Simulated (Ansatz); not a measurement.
A scan (energy against volume; even scaling of the relaxed cell, symmetry kept) gave these values. All values below come from PBE (plane waves to 420 eV, PAW, scalar-relativistic; Ansatz, an electronic-structure program).

* **Bulk modulus B₀ (third-order Birch-Murnaghan fit)**: 9.9 GPa
* **Pressure derivative B₀′ (fit)**: 5.1
* **Equilibrium volume of the fit**: 50.81 Å³/atom

Problem. Of these crystals, all scanned alike, which one is it?
A) BeS (zinc blende)
B) InSb (zinc blende)
C) CsI (CsCl type)
D) NaI (rock salt)

Solution. C, CsI (CsCl type). The others have, for the bulk modulus: BeS 92.9 GPa, NaI 15.1 GPa, InSb 36.7 GPa

All were relaxed with their symmetry unable to fall. At this level the bands of InSb touch or barely overlap; measurements give the solid a gap. Spin-orbit coupling is left out.

(Under strain, the slope of the energy per volume gives the stress and its curvature an elastic modulus.)
